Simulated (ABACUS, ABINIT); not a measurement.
This is a calculation of GaF for ABACUS 3.10.1. The cell comes from a database or a generator and needn't be the stable form of this composition.

File INPUT:

```
INPUT_PARAMETERS
suffix              GaF
calculation         scf
basis_type          pw
pseudo_dir          ./
symmetry            1
dft_functional      pbe
ecutwfc             84
pseudo_rcut         7
nspin               1
nbands              14
ks_solver           dav
smearing_method     fd
smearing_sigma      0.00367493
scf_thr             1e-08
scf_nmax            100
mixing_type         broyden
mixing_beta         0.7
cal_force           1
cal_stress          1
out_chg             1
out_pot             2
out_elf             1
```

File STRU:

```
ATOMIC_SPECIES
Ga 69.7230 Ga.upf
F 18.9984 F.upf

LATTICE_CONSTANT
1.8897261246

LATTICE_VECTORS
3.1659200000 0.0000000000 0.0000000000
0.0000000000 3.1659200000 0.0000000000
0.0000000000 0.0000000000 3.1659200000

ATOMIC_POSITIONS
Direct

Ga
0.0
1
0.0000000000 0.0000000000 0.0000000000 1 1 1

F
0.0
1
0.5000000000 0.5000000000 0.5000000000 1 1 1
```

The input KPT:

```
K_POINTS
0
Gamma
8 8 8 0 0 0
```

Potentials or basis: PseudoDojo NC SR 0.4.1 PBE standard, plane waves.

Run with:

```console
$ OMP_NUM_THREADS=1 mpirun -np 4 abacus > log
```

Q: What does the same run look like in ABINIT 10.8.3 (patched build)? Potentials or basis there: JTH PAW PBE v2.0, cutoff 626 eV.

A: As run (cutoffs and basis follow the program's own potentials, and thresholds, step limits or extra output files can differ):

File run.abi:

```
# Pseudopotentials
pp_dirpath "./"
pseudos "Ga.GGA_PBE-JTH.xml, F.GGA_PBE-JTH.xml"

# Structure
acell 3*1.0 Angstrom
rprim
     3.1659200000     0.0000000000     0.0000000000
     0.0000000000     3.1659200000     0.0000000000
     0.0000000000     0.0000000000     3.1659200000
ntypat 2
znucl 31 9
natom 2
typat 1 2
xcart
     0.0000000000     0.0000000000     0.0000000000
     1.5829600000     1.5829600000     1.5829600000 Angstrom

# Plane-wave basis
ecut 625.861884 eV
pawecutdg 45.0
pawxcdev 0

# k points
kptopt 1
ngkpt 8 8 8
nshiftk 1
shiftk 0.0 0.0 0.0

# Exchange and correlation
ixc 11

# Bands and occupations
nband 14
occopt 3
tsmear 0.05 eV

# SCF cycle
nstep 100
tolvrs 1.0e-9

# Output
iomode 3
prtwf 0
prtden 0
prteig 0
prtebands 0
enunit 1
```

Potentials or basis: JTH PAW PBE v2.0.

The run is started by

```bash
$ abinit run.abi > log 2>&1
```

Both were run:

|  | ABACUS | ABINIT |
| --- | --- | --- |
| Pressure | -0.1 GPa | -0.1 GPa |

Pressure is positive in compression.
